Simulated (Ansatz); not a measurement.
**Find the missing element**

Cell vectors (Å):

```
2.9765 0.0000 0.0000
0.0000 2.9765 0.0000
0.0000 0.0000 2.9765
```

```
atom       a       b       c
   X  0.0000  0.0000  0.0000
  Ru  0.5000  0.5000  0.5000
```

Theory: PBEsol, all-electron LAPW in Ansatz 0.2.0, with spin-orbit coupling. k mesh 14×14×14, fine mesh 14×14×14, Fermi-Dirac smearing of 0.050 eV, lines of 0.2 eV, Drude damping 0.2 eV.

Independent-particle optical response of a crystal from Kohn-Sham bands on the fine mesh with a Drude term, no local fields or excitons; Cartesian axes as in the cell vectors.

```json
{"Fine mesh": "14, 14, 14", "Line width": "0.2 eV", "Drude damping": "0.2 eV", "Further gaussian width": "0.3 eV"}
```

```tsv
photon energy (eV)	dielectric imag xx
0.8	51.75
1.6	4.96
2.4	8.04
3.2	11.33
4	11.24
4.8	6.06
5.6	3.57
6.4	6.46
7.2	7.47
8	8.01
8.8	10.81
9.6	8.49
10.4	6.2
11.2	4.12
12	2.79
12.8	2.13
13.6	1.82
14.4	1.75
15.2	1.37
16	1.16
16.8	1
17.6	0.8
18.4	0.84
19.2	0.84
20	0.92
20.8	0.77
21.6	0.55
22.4	0.45
23.2	0.59
24	0.52
24.8	0.38
```

Task: All X atoms are one element. Which one was computed?

Result: Al; the crystal is AlRu (Pm-3m).

Limits of these numbers: these sums move with the mesh, by several per cent and more for small sheets; spectra summed at the mesh points alone.
